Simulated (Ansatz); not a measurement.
Mg (hcp, Mg type)

```xyz
2
Lattice="3.1864 0.0000 0.0000 -1.5932 2.7595 0.0000 0.0000 0.0000 5.2238" Properties=species:S:1:pos:R:3 pbc="T T T"
Mg     0.0000     1.8397     3.9178
Mg     1.5932     0.9198     1.3059
```

The slice is a (0001) plane (indices of the conventional cell) through the point (0.667, 0.333, 0.250) (fractional), spanned by u = [110] and v = [1 -1 0] in vectors of this cell: u (3.19 Å) and v (5.52 Å, at 90° to u). It covers one period; positions are fractions (u, v).

The numbers are results of PBE (plane waves to 420 eV, PAW, scalar-relativistic; Ansatz, a program for electronic structure), not measurements. k mesh 17×17×9. These are valence fields of a PAW run, semicore shells included where kept as valence: close to a nucleus they are smooth pseudo fields. Mg was relaxed with its symmetry unable to fall.

### Question
The ELF has a maximum in the middle third of the Mg–Mg line. Where, and how high?

### Answer
0.58, 1.6 Å from Mg.

### Question
What is the valence density on the shortest Mg–Mg line in this plane (3.19 Å), at its midpoint?

### Answer
0.10 e/Å³.

### Question
Predict the map of the electrostatic potential energy of an electron, from the cell's mean on the slice.

### Answer
```tsv
v \ u	0.00	0.12	0.25	0.38	0.50	0.62	0.75	0.88
0.86	x	x	0.6	4.4	5.5	4.4	0.6	x
0.71	5.5	5.1	4.1	2.6	1.7	2.6	4.1	5.1
0.57	5.0	2.9	x	x	x	x	x	2.9
0.43	4.9	2.7	x	x	x	x	x	2.7
0.29	5.2	4.9	4.1	2.7	1.9	2.7	4.1	4.9
0.14	x	x	0.7	4.6	5.8	4.6	0.7	x
0.00	x	x	x	1.9	4.5	1.9	x	x
```

Values: electrostatic potential energy of an electron, from the cell's mean, in eV. Points within 1 Å of a nucleus are blanked (x), as the pseudised field means little there. The zero, the cell's mean, hangs on the PAW cores.
